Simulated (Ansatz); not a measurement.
Given:

GaSb:
```cif
data_GaSb
_chemical_formula_sum 'Ga1 Sb1'
_space_group_name_H-M_alt 'P 1'
_space_group_IT_number 1
_cell_length_a 4.33639
_cell_length_b 4.33639
_cell_length_c 4.33639
_cell_angle_alpha 60.000
_cell_angle_beta 60.000
_cell_angle_gamma 60.000
loop_
_space_group_symop_operation_xyz
  'x, y, z'
loop_
_atom_site_label
_atom_site_type_symbol
_atom_site_fract_x
_atom_site_fract_y
_atom_site_fract_z
_atom_site_occupancy
Ga1 Ga 0.00000 0.00000 0.00000 1
Sb1 Sb 0.25000 0.25000 0.25000 1
```

This is the r²SCAN-relaxed structure.

**Question.** All from the program Ansatz at the r²SCAN level (PAW), unless another level is named. Give the hole effective mass, band 1 of 3 at the edge.

**Answer.** 0.26 along [100], 1.8 along [110], 0.61 along [111] (mₑ).

**Question.** What about the electron effective mass with spin–orbit coupling?

**Answer.** 0.014 mₑ (isotropic).

**Question.** Next, the hole effective mass, band 3 of 3 at the edge?

**Answer.** 0.022 along [100], 0.021 along [110], 0.020 along [111] (mₑ).

**Question.** And the band gap?

**Answer.** 0.42 eV (direct).

**Question.** And the Z2 indices of the occupied bands with spin–orbit coupling?

**Answer.** 0;(000).

Space group F-43m (zinc blende). Symmetry was held in the r²SCAN relaxation; of distortions, only those at the zone centre were tested. Scalar-relativistic: spin–orbit coupling is off unless named, which matters more the heavier the elements.

Potentials: the earlier of the program's two PAW sets.
